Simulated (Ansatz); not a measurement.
**AlAu: from a starting cell to a relaxed one**

The start is a relaxed AlAu cell shaken by Gaussian noise of σ = 0.08 Å a coordinate. A full variable-cell relaxation at zero pressure is run with PBEsol (plane waves to 420 eV, PAW, scalar-relativistic; Ansatz, an electronic-structure program). The first steps use a coarse 4×4×11 k-mesh.

The start:
```
CELL_PARAMETERS angstrom
      7.99870     0.00000     0.00000
      0.00000     7.99870     0.00000
      0.00000     0.00000     2.81796
ATOMIC_POSITIONS crystal
  Al 0.89749 0.13631 0.51309
  Al 0.37469 0.37688 0.96841
  Al 0.62086 0.64458 0.02780
  Al 0.11374 0.87546 0.46878
  Au 0.81885 0.79619 0.51186
  Au 0.29906 0.69351 0.01888
  Au 0.70050 0.31612 0.97655
  Au 0.19542 0.19315 0.53068
```

Problem. Which atoms feel the largest initial force, and how large is it?

Solution. 1.46 eV/Å, on Al3 (atoms numbered as listed).

Problem. How much energy is released per atom?

Solution. 0.22 eV/atom.

Problem. How does the volume per atom move from start to end?

Solution. -8.7 %, from 22.54 to 20.58 Å³/atom.

Problem. How do the shortest distances between atoms change?

Solution. The closest pairs of elements (up to four, under 3.6 Å), start → end: Al–Au 2.40 → 2.58 Å; Al–Al 2.71 → 2.78 Å; Au–Au 2.82 → 2.78 Å.

Problem. Is the relaxed structure metallic? Give its gap.

Solution. No gap (metallic).

Problem. Give the final cell and atomic positions.

Solution. 
```cif
data_Al4Au4
_chemical_formula_sum 'Al4 Au4'
_space_group_name_H-M_alt 'P4/mbm'
_space_group_IT_number 127
_space_group_name_Hall '-P 4 2ab'
_cell_length_a 7.69540
_cell_length_b 7.69540
_cell_length_c 2.77992
_cell_angle_alpha 90.000
_cell_angle_beta 90.000
_cell_angle_gamma 90.000
loop_
_atom_site_label
_atom_site_type_symbol
_atom_site_symmetry_multiplicity
_atom_site_Wyckoff_symbol
_atom_site_fract_x
_atom_site_fract_y
_atom_site_fract_z
_atom_site_occupancy
Al1 Al 4 h 0.36609 0.13391 0.50000 1
Au1 Au 4 g 0.16592 0.33408 0.00000 1
```

Final values are on a 6×6×17 k-mesh of the relaxed cell. No spin polarisation in the result.

The relaxed structure here is a generated cell of AlAu: the first start was made by placing the elements on the sites of a structure type, and the end was not matched to a known phase here, so it may be hypothetical.
